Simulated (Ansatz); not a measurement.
YIn3 (Cu3Au type, Pm-3m) at seven volumes, DFT-r²SCAN in the program Ansatz with PAW potentials, scaled uniformly. One row is withheld.

```csv
V (Å³/atom),P (GPa)
22.372,7.18
23.110,4.39
23.847,2.02
24.585,0.00
25.322,-1.72
26.060,?
26.797,-4.40
```

### Question
Fit the shown pressures and predict the withheld one.

### Answer
P = (3/2)B₀(x^(7/2) − x^(5/2))[1 + (3/4)(B′ − 4)(x − 1)] with x = (V₀/V)^(2/3). Least squares on the six rows gives V₀ = 24.585 Å³/atom, B₀ = 61.8 GPa, B′ = 4.42. At V = 26.060, x = 0.9619 and P = -3.17 GPa. The run itself gave -3.18 GPa.

The workflow started from an entry of the Crystallography Open Database (COD). Its standing as an ambient phase is unchecked. The cell was relaxed with r²SCAN under the symmetry of its start; its stability against distortions is not shown here. The run is not spin-polarised.

Potentials: the later of the program's two PAW sets.
